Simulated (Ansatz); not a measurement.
TiYS2:
```yaml
crystal:
  lattice:
    - [3.54389, 0.00000, 0.00000]
    - [-1.77194, 3.06910, 0.00000]
    - [0.00000, 0.00000, 6.64796]
  atoms:
    - { symbol: S, position: [0.66667, 0.33333, 0.77818] }
    - { symbol: Ti, position: [0.00000, 0.00000, 0.00000] }
    - { symbol: S, position: [0.33333, 0.66667, 0.22182] }
    - { symbol: Y, position: [0.00000, 0.00000, 0.50000] }
```

Relaxed with r²SCAN+D4. Special points in fractions of this cell's reciprocal vectors: Γ (0.000, 0.000, 0.000); M (0.500, 0.000, 0.000); K (0.333, 0.333, 0.000); A (0.000, 0.000, 0.500); L (0.500, 0.000, 0.500); H (0.333, 0.333, 0.500).

Q: List the band energies nearest the Fermi level at these points for the program Ansatz at the r²SCAN+D4 level (PAW).

A: In eV from the Fermi level; about four levels below and three above (degenerate sets whole), none deeper than 8.9 eV; points with the same levels are listed once.

```csv
k,below,above
Γ,-2.67 -2.67 -1.86 -0.17 -0.17,0.45 0.45 2.15
M,-4.81 -3.83 -1.78 -0.25,1.08 1.40 1.53
K,-6.41 -6.41 -5.17 -5.17 -4.69,0.44 0.60 0.60
A,-4.22 -4.22 -3.43 -3.43 -0.02,0.06 0.06 0.39
L,-4.42 -4.39 -0.88 -0.80,1.12 1.35 2.24
H,-5.82 -5.59 -5.35 -5.35,0.17 0.17 0.65
```

Space group P-3m1. A made-up cell: these elements were put on the sites of a structure type; neither database checked (COD, Materials Project) lists it. Whether it is the stable phase at ambient conditions was not checked. The r²SCAN+D4 relaxation kept the symmetry of its start; whether a distortion lowers the energy is not shown. No spin polarisation was allowed. With an odd number of electrons in the cell and no spin polarisation, the count alone makes it a metal. Spin–orbit coupling is left out wherever it is not named.

Potentials: the later of the program's two PAW sets.
